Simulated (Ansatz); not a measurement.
Values for one crystal, relaxed and computed with PBEsol (plane waves, PAW; program Ansatz); other levels are named.

```yaml
volume_per_atom: 14.55 Å³
electronic_character: metallic (no gap)
debye_temperature_from_the_elastic_constants: 531 K
Young's modulus: 244 GPa
Pressure derivative B′: 4.6
Gap with spin–orbit coupling: none (metallic)
zone_centre_stability: no imaginary mode at Γ
```

Problem. Which of these materials gives this?
A) V2InC, P6_3/mmc (V on 4f, In on 2d, C on 2a)
B) Hf2InC, P6_3/mmc (Hf on 4f, In on 2d, C on 2a)
C) ScC, rock salt
D) Ti2SnC, P6_3/mmc (Ti on 4f, Sn on 2d, C on 2a)

Solution. D, Ti2SnC, P6_3/mmc (Ti on 4f, Sn on 2d, C on 2a)

The first step of the workflow began from a Materials Project structure, measured or hypothetical; the Crystallography Open Database copy checked does not list it. Whether it is the stable phase at ambient conditions was not checked. The cell was relaxed with PBEsol under the symmetry of its start. The run is not spin-polarised. As this level gives no gap, shear constants depend on the k-mesh and smearing (Fermi–Dirac, 0.1 eV here). Spin–orbit coupling is left out wherever it is not named.

Potentials: the later of the program's two PAW sets.
